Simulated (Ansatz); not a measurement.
SnMo2N:
Space group P6₃/mmc (No. 194); a = b = 3.2648 Å, c = 12.8742 Å, α = β = 90.00°, γ = 120.00°

| atom | site | symmetry | x | y | z |
|---|---|---|---|---|---|
| Sn | 2d | -6m2 | 0.6667 | 0.3333 | 0.2500 |
| Mo | 4f | 3m. | 0.3333 | 0.6667 | 0.0752 |
| N | 2a | -3m. | 0.0000 | 0.0000 | 0.0000 |

Relaxed at zero pressure with DFT-r²SCAN in the program Ansatz with PAW potentials.

The volume is raised by 9 % and shape and atoms relax at that volume. What pressure results, and how do the axes share the change?

-11.9 GPa; a 3.1 %, b 3.1 %, c 2.4 %; the energy rises by 53 meV/atom.

Give the new structure.


Space group P6₃/mmc (No. 194); a = b = 3.368 Å, c = 13.189 Å, α = β = 90.00°, γ = 120.00°

```csv
atom,site,symmetry,x,y,z
Sn,2d,-6m2,0.6667,0.3333,0.2500
Mo,4f,3m.,0.3333,0.6667,0.0708
N,2a,-3m.,0.0000,0.0000,0.0000
```

The phase is kept; no other phase was compared at this pressure.

Space group P6_3/mmc. The start of the workflow was typed in or built on a structure type; neither database checked (COD, Materials Project) lists it. Its standing as an ambient phase is unchecked. The cell was relaxed with r²SCAN under the symmetry of its start; whether a distortion lowers the energy is not shown. The workflow began spin-polarised and lost its moments. Scalar-relativistic: spin–orbit coupling is off unless named, which matters more the heavier the elements.

Potentials: the earlier of the program's two PAW sets.
